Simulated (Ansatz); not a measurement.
MoS2 (2H-MoS2 type, space group P6_3/mmc)

```yaml
crystal:
  lattice:
    - [3.17320, 0.00000, 0.00000]
    - [-1.58660, 2.74807, 0.00000]
    - [0.00000, 0.00000, 12.43700]
  atoms:
    - { symbol: Mo, position: [0.33333, 0.66667, 0.25000] }
    - { symbol: Mo, position: [0.66667, 0.33333, 0.75000] }
    - { symbol: S, position: [0.33333, 0.66667, 0.62490] }
    - { symbol: S, position: [0.66667, 0.33333, 0.12490] }
    - { symbol: S, position: [0.66667, 0.33333, 0.37510] }
    - { symbol: S, position: [0.33333, 0.66667, 0.87510] }
```

This relaxed cell (volume V₀) is scaled evenly in all directions, its shape held. The atoms relax within the cell's symmetry.

Method: r2SCAN+rVV10 (plane waves to 500 eV, PAW, scalar-relativistic; Ansatz, a program for electronic structure). k mesh 12×12×3 (Γ-centred), Fermi-Dirac smearing 0.05 eV. Energies are smeared free energies. Compression counts positive. With the shape held, the modulus is that of even scaling; a crystal free to change shape is softer. MoS2 is run without spin polarisation. MoS2 was relaxed with its symmetry unable to fall. The PAW data are Ansatz's earlier set. The zero of ΔE is the relaxed starting cell.

```
V (Å³/atom)  ΔE (meV/atom)
-----------  -------------
16.991                16.9
17.172                11.5
17.352            withheld
17.533                 4.0
17.714                 1.8
17.895                 0.4
18.075                 0.0
18.256                 0.4
18.437                 1.6
18.618                 3.6
18.798                 6.3
18.979                 9.8
19.160                13.8
```

Problem. Fit a third-order Birch-Murnaghan form (E₀, V₀, B₀, B₀′ free) to the given rows and predict ΔE at V = 17.352.

Solution. Least squares on the 12 given rows: ΔE = E₀ + (9V₀B₀/16)·y²·[2 + (B₀′ − 4)y], y = (V₀/V)^(2/3) − 1, with V₀ = 18.077 Å³/atom, B₀ = 75.10 GPa (160.2 GPa = 1 eV/Å³; the term in eV is multiplied by 1000), B₀′ = 3.88, E₀ = -0.01 meV/atom; root-mean-square residual 0.03 meV/atom. At 17.352 the fit gives 7.3 meV/atom; the calculation gives 7.3 meV/atom, the same to the digits shown. For the pressure the fit gives 3.33 GPa against the computed 3.35 GPa.

(Under strain, the slope of the energy per volume gives the stress and its curvature an elastic modulus.)
